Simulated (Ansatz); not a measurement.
A sound run on Eu (Im-3m), parallel moments (Ansatz, DFT, PBE, PAW with Ansatz's default frozen-core files, scalar-relativistic):

```yaml
crystal:
  lattice:
    - [-2.303, 2.303, 2.303]
    - [2.303, -2.303, 2.303]
    - [9.212, 9.212, 0.0]
  atoms:
    - { symbol: Eu, position: [0.0, 0.0, 0.0], spin: 7.0 }
    - { symbol: Eu, position: [0.5, 0.5, 0.25], spin: 7.0 }
    - { symbol: Eu, position: [0.0, 0.0, 0.5], spin: 7.0 }
    - { symbol: Eu, position: [0.5, 0.5, 0.75], spin: 7.0 }
magnetization:
  spin_polarized: true
kpoints:
  mp_grid: { grid: [8, 8, 3] }
scf:
  occupations: { method: fermi_dirac, width: 0.05 }
hamiltonian:
  xc: pbe
  pseudopotentials: { kind: paw }
output:
  forces: true
  stress: true
  eigenvalues: true
  populations: true
  write_density: true
  write_potential: true
  elf: true
  volumetric_format: npy
```

It converged in 13 iterations. Site moments (μB): Eu1 7.10, Eu2 7.10, Eu3 7.10, Eu4 7.10. Cell moment 29.51 μB. Pressure -1.58 GPa.

The input is then changed, output keys apart:

```diff
-  mp_grid: { grid: [8, 8, 3] }
+  mp_grid: { grid: [10, 10, 4] }
+  lower_state_search: standard
-  xc: pbe
+  xc: lda
```

Task: What happens?

Result: The run converged. Free energy -34261.7384 eV against -35065.7535 eV (not comparable, since the functional, the files or the filling changed), cell moment 29.20 μB, pressure -3.57 GPa.
```
Eu: projections on atomic orbitals take those of the free atom [Kr 4d10] 4f7 5s2 5p6 5d0 6s2, of charge +0.00 (hamiltonian.pseudopotentials.projection_atoms); the dataset's partial waves leave at most 1.0e-3 of an orbital's norm unspanned inside its sphere
band count auto-derived: 59 (N_el = 68.0; filled up to band 34; 58 by the electrons, moments and atoms)
Engine: ansatz 0.2.0
Pseudopotentials: kind: paw
Pseudopotential: Eu, paw, valence charge 17, recommended cutoff 420 eV (normal), Eu.paw.azcp
Functional definition: SPW92
  exchange = slater_x
  correlation = pw_c
Crystal: 4 atoms, lattice volume = 195.435 Å³
Basis set: ecut = 420 eV, 3839 PW (Γ)
Bands: 59, of which v1, the nominal top of the filled ones, is band 34 counted from 1 (33 counted from 0)
Symmetry: 32 space group operations
Space group: Im-3m (ITA 229), of the structure as read, at distance tolerance 5.8e-5 Å
Magnetic group: BNS 229.140 (UNI 1642), of the structure as read, at distance tolerance 5.8e-5 Å
k-points: 93 of 400
Non-local potential: Eu, projectors of the file, l = 0: 3, l = 1: 2, l = 2: 2, l = 3: 3
[...]
       -3.572049       0.007846      -0.000000
        0.007846      -3.572049       0.000000
       -0.000000       0.000000      -3.570264
  P = ⅓ Tr σ = -3.5715 GPa (-35.715 kbar)
--- Band table (eV; the first three rows and the last of 186) ---
  k-point 0 ↑: bands = ["-34.2947", "-34.2858", "-34.2858", "-34.2769", "-13.2163", "-13.0816", "-13.0816", "-13.0341", "-12.9881", "-12.9881", "-12.9413", "-12.9413", "-12.9410", "-12.9409", "-12.9409", "-12.9409", "3.2578", "4.3925", "4.3925", "5.8161", "6.8271", "6.8271", "6.8272", "6.8286", "6.8301", "6.8301", "6.8361", "6.8361", "6.8456", "6.8628", "6.8660", "6.8660", "6.9045", "6.9045", "6.9 …
  k-point 1 ↑: bands = ["-34.2940", "-34.2892", "-34.2824", "-34.2776", "-13.2062", "-13.1338", "-13.0307", "-13.0286", "-13.0058", "-12.9702", "-12.9522", "-12.9449", "-12.9410", "-12.9409", "-12.9409", "-12.9409", "3.3360", "3.9277", "4.9054", "5.7050", "6.8270", "6.8274", "6.8283", "6.8295", "6.8297", "6.8344", "6.8351", "6.8361", "6.8457", "6.8489", "6.8653", "6.8862", "6.8873", "6.9064", "6.9 …
  k-point 2 ↑: bands = ["-34.2921", "-34.2921", "-34.2795", "-34.2795", "-13.1774", "-13.1774", "-13.0207", "-13.0207", "-12.9830", "-12.9830", "-12.9551", "-12.9551", "-12.9410", "-12.9410", "-12.9409", "-12.9409", "3.5650", "3.5650", "5.3794", "5.3794", "6.8268", "6.8268", "6.8312", "6.8312", "6.8324", "6.8324", "6.8368", "6.8368", "6.8433", "6.8433", "6.8731", "6.8731", "6.9084", "6.9084", "6.9 …
  k-point 92 ↓: bands = ["-31.2985", "-31.2985", "-31.2856", "-31.2856", "-10.9765", "-10.9765", "-10.9031", "-10.9031", "-10.8686", "-10.8686", "-10.8522", "-10.8522", "-10.7731", "-10.7731", "-10.6742", "-10.6742", "6.7956", "6.7956", "7.4175", "7.4175", "7.4213", "7.4213", "8.3134", "8.3134", "8.9288", "8.9288", "10.2509", "10.2509", "10.3294", "10.3294", "10.6460", "10.6460", "11.0279", "11.02 …
--- Löwdin populations: 4 sites ---
  site symbol       q [e]    m [muB]
     0     Eu     16.9691     7.2899
     1     Eu     16.9691     7.2899
     2     Eu     16.9691     7.2899
     3     Eu     16.9691     7.2899
  spilling = 0.001815 (of n_electrons = 68.000000)
```
